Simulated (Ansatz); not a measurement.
Mg (hcp (Mg type)), relaxed with PBE+D3(BJ) (Ansatz, a program for electronic structure, plane waves, PAW): a = 3.1510 Å, b = 3.1510 Å, c = 5.0480 Å, α = 90.00°, β = 90.00°, γ = 120.00°.

Problem. The same phase is relaxed and computed with r²SCAN+D4 in the same code. What is the cell now?

Solution. a = b = 3.2285 Å, c = 5.1468 Å, α = β = 90.00°, γ = 120.00°.

All cells were relaxed under the symmetry of their starts (and spin orders); stability against distortions was not tested throughout.

Potentials: the later of the program's two PAW sets.

Ansatz is a plane-wave DFT program.
